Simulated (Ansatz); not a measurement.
# How much does the functional matter for the cell of SnTe?

The starting cell is an entry of the Crystallography Open Database (1984):

```xyz
2
Lattice="0.0000 3.1509 3.1509 3.1509 0.0000 3.1509 3.1509 3.1509 0.0000" Properties=species:S:1:pos:R:3 pbc="T T T"
Sn    0.0000    0.0000    0.0000
Te    3.1509    3.1509    3.1509
```

Atoms and cell were relaxed at zero pressure with plane-wave PAW DFT (Ansatz 0.2.0; one set of PAW datasets, made under PBE, for all functionals; 420 eV, r2SCAN 500 eV; 9×9×9 Γ-centred mesh, fermi-dirac occupations of width 0.100 eV; no spin polarisation, no spin-orbit coupling, no dispersion correction), keeping the symmetry (Fm-3m, No. 225).

Question: Which functional gives the smallest cell, and how wide is the spread?

Answer: The relaxed conventional cells:

| functional | a (Å) | volume (Å³/atom) | formation energy (eV/atom) |
| --- | --- | --- | --- |
| LDA | 6.236 | 30.31 | -0.273 |
| PBEsol | 6.288 | 31.07 | -0.278 |
| PBE | 6.409 | 32.90 | -0.288 |
| r2SCAN | 6.372 | 32.34 | -0.262 |
| the entry | 6.302 | 31.28 | – |

LDA gives the smallest volume and PBE the largest, 8.5 % more, the usual order, since LDA overbinds and PBE's gradient terms loosen the lattice. Against the entry's volume: LDA -3.1 %, PBEsol -0.7 %, PBE +5.2 %, r2SCAN +3.4 %. No verdict is drawn from this: the entry is old or was flagged in a check, so the entry may be off as well as the functionals. The formation energies span 0.03 eV an atom, lowest under PBE.

Caveats: each relaxation keeps the start's symmetry, so a distorted cell may lie lower; computed cells are at 0 K with fixed nuclei, while the entry holds thermal expansion, often some tenths of a per cent in volume and more in soft crystals; no spin-orbit coupling, which moves formation energies of heavy elements; formation energies are at zero smearing against the elements' usual phases under the same functional, gases as free molecules, uncorrected.
